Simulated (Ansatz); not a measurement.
# Structure relaxation, Ag

The start is a randomly generated symmetric cell of Ag (space group No. 69). The cell and all atomic positions are relaxed at zero pressure with PBEsol (plane waves to 420 eV, PAW, scalar-relativistic; Ansatz, a quantum-chemistry and plane-wave program). The first steps use a coarse 11×11×11 k-mesh.

The start:
```yaml
crystal:
  lattice:
    - [0.00000, 2.94360, 3.35820]
    - [1.99678, 0.00000, 3.35820]
    - [1.99678, 2.94360, 0.00000]
  atoms:
    - { symbol: Ag, position: [0.69631, 0.69631, 0.30369] }
    - { symbol: Ag, position: [0.30369, 0.30369, 0.69631] }
```

- Outcome = The space group stays Fmmm (No. 69) (the run could not lower it), with 2 atoms in the primitive cell
- Energy released = about 2.2 eV/atom
- Volume change = -11.1 %, from 19.74 to 17.54 Å³/atom
- Band gap at the end = no gap (metallic)
- Optimiser moves = 37

Final structure:

```cif
data_Ag8
_chemical_formula_sum 'Ag8'
_space_group_name_H-M_alt 'Fmmm'
_space_group_IT_number 69
_space_group_name_Hall '-F 2 2'
_cell_length_a 2.83991
_cell_length_b 4.80759
_cell_length_c 10.27943
_cell_angle_alpha 90.000
_cell_angle_beta 90.000
_cell_angle_gamma 90.000
loop_
_atom_site_label
_atom_site_type_symbol
_atom_site_symmetry_multiplicity
_atom_site_Wyckoff_symbol
_atom_site_fract_x
_atom_site_fract_y
_atom_site_fract_z
_atom_site_occupancy
Ag1 Ag 8 i 0.00000 0.00000 0.36815 1
```
(The calculation used a cell of 2 atoms; values per cell refer to that cell.)

Final values are on a 19×19×19 k-mesh of the relaxed cell. The start holds a very short contact (Ag–Ag 2.12 Å). No spin polarisation in the result.

The run could not lose the symmetry of its start, so the end can be a saddle point.

The relaxed structure here is a generated cell of Ag: the first start was made by a random draw of sites in a space group, and the end was not matched to a known phase here, so it may be hypothetical. Known forms of Ag include space group No. 225.
